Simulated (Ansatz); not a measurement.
# Ansatz run, Si5PS4Br2

input.yaml (Ansatz 0.2.0)

```yaml
crystal:
  lattice:
    - [-7.361021, 0.0, 0.0]
    - [0.0, 0.0, 6.217474]
    - [0.0, 5.53542, 3.108737]
  atoms:
    - { symbol: Br, position: [0.5, 0.29, 0.6536] }
    - { symbol: Br, position: [0.5, 0.9436, 0.3464] }
    - { symbol: Si, position: [0.7792, 0.68167, 0.38202] }
    - { symbol: Si, position: [0.2208, 0.06369, 0.61798] }
    - { symbol: Si, position: [0.2208, 0.68167, 0.38202] }
    - { symbol: Si, position: [0.7792, 0.06369, 0.61798] }
    - { symbol: S, position: [0.0, 0.11184, 0.29612] }
    - { symbol: S, position: [0.0, 0.40796, 0.70388] }
    - { symbol: Si, position: [0.5, 0.40207, 0.0] }
    - { symbol: S, position: [0.7723, 0.6499, 0.0] }
    - { symbol: S, position: [0.2277, 0.6499, 0.0] }
    - { symbol: P, position: [0.0, 0.4602, 0.0] }
  symmetry: { tolerance: 0.0003 }
kpoints:
  mp_grid: { grid: [5, 6, 6], shift: [0, 0, 0] }
  band_path:
    path:
      - [0.0, 0.0, 0.0]
      - [0.0, 0.0, 0.5]
      - [0.0, 0.34229814, 0.67114907]
      - [0.0, 0.65770186, 0.32885093]
      - [0.0, 0.0, 0.0]
      - [-0.5, 0.0, 0.0]
      - [-0.5, 0.65770186, 0.32885093]
      - [-0.5, 0.34229814, 0.67114907]
      - [-0.5, 0.0, 0.5]
      - [0.0, 0.0, 0.5]
      - [0.0, 0.0, 0.0]
    npoints: 6
magnetization:
  spin_polarized: false
scf:
  occupations: { method: gaussian, width: 0.058 }
  lower_state_search: "off"
  max_iter: 200
hamiltonian:
  pseudopotentials: { kind: paw }
  xc: pbe
  hubbard:
    projectors: all-electron-ortho-atomic
    sites: [{ species: Br, l: p, u_eff: 4.17 }]
basis:
  ecutwfc: 420
  fft_grid_basis: typed
output:
  forces: true
  stress: true
  eigenvalues: true
  populations: true
  elf: true
  write_potential: true
  volumetric_format: npy
  dos:
    e_range: [-12, 8]
    de: 0.05
    projected: { site_lists: { Br: [Br], P: [P], S: [S], Si: [Si] } }
checkpoint:
  read: saved_state
```

The run starts from an earlier solution of this cell. 

Output (shortened):

```
Free energy (F): -13097.7293 eV
Harris-Foulkes:  -13097.7293 eV  (|F-HF|=4.65e-9)
Internal energy: -13097.7148 eV  (E = F + TS)
E sigma→0 (E₀):  -13097.7220 eV
Entropy (-TS):   -0.0145 eV (-1.206 meV/atom)
Fermi energy:    7.1785 eV
--- Per-component energies (eV) ---
  E_band       = -13.7389
  E_kinetic    = 963.9347
  E_local      = -1180.3683  (includes V_loc(G=0)·N_el)
  E_nonlocal   = 427.7853
  E_hartree    = 348.9740
  E_xc         = -1254.7119
  E_vxc        = -850.1296  (∫ρ·V_xc dr)
  E_hubbard    = 3.0301  (on-site DFT+U / exact-exchange correction)
  E_vhub       = -15.3853  (the Hubbard potential's part of the band-sum identity)
  E_paw        = -10021.9925  (= ΣΔE_a)
  E_vpaw       = -57.5267  (= ΣTr[D̂ρ^β])
  E_aug_tail   = 0.0000  (compensation charges beyond the density's cutoff)
  E_ewald      = -2384.3661
  E_smearing   = -0.0145  (= −TS)
--- Stress (GPa, compression-positive) ---
       11.5164       0.0000       0.0000
        0.0000       8.1986       0.0000
        0.0000       0.0000       8.7154
  P = ⅓ Tr σ = 9.4768 GPa (94.768 kbar)
```

Origin: a known structure type with other elements, at an estimated volume, so it need not be a known compound. Caveats: many states at the Fermi level without spin polarisation, so a magnetic state may lie lower; a Hubbard term without moments, so a magnetic state may lie lower; atoms or cell far from equilibrium.
